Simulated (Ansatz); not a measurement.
TiSi:
```yaml
crystal:
  lattice:
    - [2.87063, 0.00000, 0.00000]
    - [-1.43532, 2.48604, 0.00000]
    - [0.00000, 0.00000, 4.20900]
  atoms:
    - { symbol: Ti, position: [0.00000, 0.00000, 0.00000] }
    - { symbol: Si, position: [0.66667, 0.33333, 0.50000] }
```

Relaxed with PBE. Special points in fractions of this cell's reciprocal vectors: Γ (0.000, 0.000, 0.000); M (0.500, 0.000, 0.000); K (0.333, 0.333, 0.000); A (0.000, 0.000, 0.500); L (0.500, 0.000, 0.500); H (0.333, 0.333, 0.500).

### Question
List the band energies nearest the Fermi level at these points for PBE (plane waves, PAW; program Ansatz).

### Answer
In eV from the Fermi level; about four levels below and three above (degenerate sets whole), none deeper than 8.9 eV; points with the same levels are listed once.

| k | below | above |
|---|---|---|
| Γ | -2.56 -2.42 | 1.06 1.06 2.57 2.57 |
| M | -6.36 -5.29 -2.51 -1.31 | 1.80 3.77 3.87 |
| K | -3.94 -3.35 -1.75 -0.33 | 1.73 1.81 4.04 |
| A | -6.14 -0.31 | 1.16 1.16 2.27 2.27 |
| L | -6.50 -4.56 -2.61 -0.29 | 0.92 0.97 2.90 |
| H | -3.82 -2.61 -1.85 -0.14 | 1.21 3.43 3.53 |

Space group P-6m2. A made-up cell: these elements were put on the sites of a structure type; neither database checked (COD, Materials Project) lists it. COD files the formula under space group No. 25, so this cell is another polymorph or a model. Whether it is the stable phase at ambient conditions was not checked. The PBE relaxation kept the symmetry of its start; whether a distortion lowers the energy is not shown. No spin polarisation was allowed.

Potentials: the later of the program's two PAW sets.
